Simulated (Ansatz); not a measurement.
Theory: Ansatz, DFT PBE, scalar-relativistic, plane waves, PAW. Settings: cutoff 420 eV, Γ-centred meshes spaced at most about 0.3 Å⁻¹, and about 0.25 Å⁻¹ or finer for metals (2π included), Gaussian smearing. No spin polarisation in the final relaxations.

Temperature and zero-point effects are left out.

Two forms of TiSb2Se2 were relaxed alike.

A.

```cif
data_structure
_symmetry_space_group_name_H-M 'P4/mmm'
_symmetry_Int_Tables_number 123
_cell_length_a 5.2711
_cell_length_b 5.2711
_cell_length_c 8.3967
_cell_angle_alpha 90.000
_cell_angle_beta 90.000
_cell_angle_gamma 90.000
_cell_volume 233.30
loop_
_atom_site_label
_atom_site_type_symbol
_atom_site_symmetry_multiplicity
_atom_site_Wyckoff_symbol
_atom_site_fract_x
_atom_site_fract_y
_atom_site_fract_z
_atom_site_occupancy
Ti1 Ti 1 a 0.00000 0.00000 0.00000 1
Sb1 Sb 2 f 0.50000 0.00000 0.00000 1
Se1 Se 2 g 0.00000 0.00000 0.71522 1
```

B.

```cif
data_structure
_symmetry_space_group_name_H-M 'P6/mmm'
_symmetry_Int_Tables_number 191
_cell_length_a 5.1525
_cell_length_b 5.1525
_cell_length_c 8.1834
_cell_angle_alpha 90.000
_cell_angle_beta 90.000
_cell_angle_gamma 120.000
_cell_volume 188.15
loop_
_atom_site_label
_atom_site_type_symbol
_atom_site_symmetry_multiplicity
_atom_site_Wyckoff_symbol
_atom_site_fract_x
_atom_site_fract_y
_atom_site_fract_z
_atom_site_occupancy
Ti1 Ti 1 b 0.00000 0.00000 0.50000 1
Sb1 Sb 2 d 0.33333 0.66667 0.50000 1
Se1 Se 2 e 0.00000 0.00000 0.20912 1
```

Question: Which form is favoured at zero pressure, and by what margin per atom?

Answer: B is lower, by 19 meV/atom. A has space group P4/mmm (No. 123), 46.7 Å³/atom and no gap on its mesh; B has space group P6/mmm (No. 191), 37.6 Å³/atom and no gap. Counting Sb or Se atoms around Ti (for each partner element, those within 1.25 times its shortest distance or 1.15 times the sum of covalent radii, where it is the nearest in units of that sum or under 1.3; a plus sign parts groups by distance over the sum of covalent radii), A has Ti 6 and B has Ti 2+6. B holds Sb–Sb nets (shortest 2.97 Å); in A the shortest Sb–Sb distance is 3.73 Å. Even the lower one lies +0.13 eV/atom against the reference forms of the elements (uncorrected), so neither is stable at this level. In A, Ti has 2 Se at 2.39 Å and 4 Sb at 2.64 Å; Sb has 2 Ti at 2.64 Å; around Se lies 1 Ti at 2.39 Å. In B, Ti is surrounded by 2 Se at 2.38 Å and 6 Sb at 2.97 Å; around Sb lie 3 Sb at 2.97 Å, 3 Ti at 2.97 Å and 6 Se at 3.81 Å; Se is surrounded by 1 Ti at 2.38 Å, 1 Se at 3.42 Å and 6 Sb at 3.81 Å. Both come from invented guesses. A third cell relaxed alike, in P-3m1, lies 0.72 eV/atom below the lower of the two.

No dispersion correction is applied, so the spacing and binding between layers, chains or molecules are poorly described (P4/mmm, P6/mmm), and this can change margins and order among such cells. These runs have no spin–orbit coupling, which can matter for Sb. Cells relaxed within their symmetry can be saddle points.
